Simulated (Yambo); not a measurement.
G0W0@LDA for Rb$_{2}$NaAlF$_{6}$ (space group Fm-3m, No. 225) in Yambo. Reference settings: 2×2×2 Γ-centred k mesh, bands 2 to 286 and a 8 Ry block in the screening, 286 bands in G with the Bruneval-Gonze terminator, plasmon pole fitted at 27.2 eV. The LDA gap Γ → Γ on this mesh is 6.45 eV; G0W0 gaps are taken between the same points.

The settings were changed. The gap went from 10.82 eV to 10.71 eV, and the shift of the valence edge from -2.64 eV to -2.44 eV.

Q: Name the change that produced these shifts.
A) 1 Ry block
B) 184 bands in G
C) 134 bands in W
D) no terminator

A: D, no terminator. The others gave (gap, valence shift): 184 bands in G: 10.83, -2.64 eV; 1 Ry block: 12.37, -4.14 eV; 134 bands in W: 10.94, -2.55 eV.

Geometry of the Materials Project entry, not relaxed at this level; primitive cell a = 5.975 Å, b = 5.975 Å, c = 5.975 Å, α = 60.00°, β = 60.00°, γ = 60.00°.

The structure is a Materials Project entry; no match was found in the copy of COD used, and its stability was not checked.

A shift is the quasiparticle energy of the state minus its LDA energy.
